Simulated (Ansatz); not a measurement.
Starting cell, KZnF₃ (cubic perovskite):

```yaml
crystal:
  lattice:
    - [4.05234, 0.00000, 0.00000]
    - [0.00000, 4.05234, 0.00000]
    - [0.00000, 0.00000, 4.05234]
  atoms:
    - { symbol: K, position: [0.00000, 0.00000, 0.00000] }
    - { symbol: Zn, position: [0.50000, 0.50000, 0.50000] }
    - { symbol: F, position: [0.00000, 0.50000, 0.50000] }
    - { symbol: F, position: [0.50000, 0.00000, 0.50000] }
    - { symbol: F, position: [0.50000, 0.50000, 0.00000] }
```

In this cell atom 1 (K, nearest neighbour F at 2.865 Å; its periodic images, 4.1 Å or more away, move with it) is moved by s along Cartesian [110], unit vector (0.707, 0.707, 0.000); all other atoms and the cell stay fixed.

The numbers are results of PBEsol (plane waves to 420 eV, PAW, scalar-relativistic; Ansatz, a quantum-chemistry and plane-wave program), not measurements. k mesh 7×7×7 (Γ-centred), Fermi-Dirac smearing 0.05 eV. Energies are smeared free energies. KZnF3 was relaxed with its symmetry unable to fall. ΔE is measured from the undisplaced structure.

```
s (Å)   ΔE (meV/cell)
------  -------------
-0.860           1298
-0.688            630
-0.516            282
-0.344       withheld
-0.172             24
0.000               0
0.172              24
0.344        withheld
0.516             282
0.688             630
0.860            1298
```

Problem. Fit an even polynomial form (powers 2, 4, 6) to the given rows and predict ΔE at s = 0.344.

Solution. Least squares on the 9 given rows: ΔE = (784.3)·s² + (874.7)·s⁴ + (591.9)·s⁶, in meV/cell with s in Å; root-mean-square residual 0.0 meV/cell. At 0.344 the fit gives 106 meV/cell; the calculation gives 105 meV/cell, so the interpolation is off by 1 (+1.0 %). The quadratic term alone would give 93 meV/cell.

(For displaced atoms, the force is minus the slope of the energy, and its curvature is a force constant, which sets phonon frequencies.)
